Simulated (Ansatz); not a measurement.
The cell below belongs to a search over invented structures; it isn't taken from experiment.

Input and command of a plane-wave DFT calculation in Ansatz:

```yaml
crystal:
  lattice:
    - [1.7759675717, 1.0253553556, 10.9713026059]
    - [-1.7759675717, 1.0253553556, 10.9713026059]
    - [0.0, -2.0507107112, 10.9713026059]
  atoms:
    - { symbol: Zr, position: [0.8857486746, 0.8857486746, 0.8857486746], spin: 1.0 }
    - { symbol: Zr, position: [0.704403456, 0.704403456, 0.704403456], spin: 1.0 }
    - { symbol: Zr, position: [0.295596544, 0.295596544, 0.295596544], spin: 1.0 }
    - { symbol: Zr, position: [0.1142513254, 0.1142513254, 0.1142513254], spin: 1.0 }
    - { symbol: B, position: [0.4060391594, 0.4060391594, 0.4060391594] }
    - { symbol: B, position: [0.5939608406, 0.5939608406, 0.5939608406] }
    - { symbol: S, position: [0.5, 0.5, 0.5] }
basis:
  ecutwfc: 420
kpoints:
  mp_grid: { grid: [6, 6, 6] }
hamiltonian:
  xc: pbe
scf:
  occupations: { method: gaussian, width: 0.1 }
  lower_state_search: "off"
output:
  forces: true
  stress: true
  eigenvalues: true
  populations: true
magnetization:
  spin_polarized: true
```

```bash
ansatz run input.yaml --threads 1 --pin off --max-ram 2560MiB --backend cpu --events-out ev --progress --plain --runs-dir out
```

Processor: Intel(R) Xeon(R) Processor @ 2.50GHz (Skylake/Cascade Lake), 1 thread, on a host shared with other jobs.

Question: How long does it run, and how much memory does it take?

Answer: About 88 s, peak memory 0.55 GiB. It solves 39 bands at 32 k points (after reduction by symmetry) with about 2329 plane waves, in 15 SCF iterations.
